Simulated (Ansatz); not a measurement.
## What DFT gives for PdO$_{2}$F$_{6}$

```xyz
9
Lattice="4.9145 0.0000 0.0000 -1.0330 4.8300 0.0000 -0.0601 -1.0139 4.8781" Properties=species:S:1:pos:R:3 pbc="T T T"
F    -0.4224    3.0162    3.3142
F     4.2438    0.7998    1.5639
F     0.5056    4.3980    0.9883
F     3.3157   -0.5820    3.8898
Pd    0.0000    0.0000    0.0000
O     2.1749    1.5040    2.7005
O     1.6465    2.3121    2.1776
F     0.7343    0.6320    4.4396
F     3.0871    3.1841    0.4385
```

The numbers come from plane-wave PAW DFT (Ansatz): PBE, no spin polarisation, 420 eV, 4×4×4 (shifted by 0, 0.5, 0.5 steps) k points, gaussian occupations (width 0.0397 eV). Nothing was relaxed.

- Stress: The pressure is 5.5 GPa (compression positive), so with the atoms held at these fractions the cell would first expand; the forces are large, so a full relaxation may end otherwise. The principal stresses 2.1, 2.6, 11.8 GPa differ, so its shape would change too.
- Forces: The largest is on O6 (and as large on other atoms): 4.91 eV/Å, components (2.25, -3.81, 2.13). It makes 176° with the line to a nearest neighbour, O7 at 1.10 Å, pointing away from it.
- Formation energy: -0.71 eV an atom against the elements' usual phases (free molecules for gases, crystals otherwise, with no correction for O₂ or N₂), so it is bound against them; other compounds may still compete. Relaxing would lower it.
- Electronic structure: It is a metal, with about 13 states/eV a cell as the mean within 0.25 eV of the Fermi level, mostly F p (41 %), O p (38 %) and Pd d (20 %).

Origin: a known structure type with other elements, at an estimated volume, so it need not be a known compound. Caveats: many states at the Fermi level without spin polarisation, so a magnetic state may lie lower; the k mesh is coarse if the cell is a metal; atoms or cell far from equilibrium.
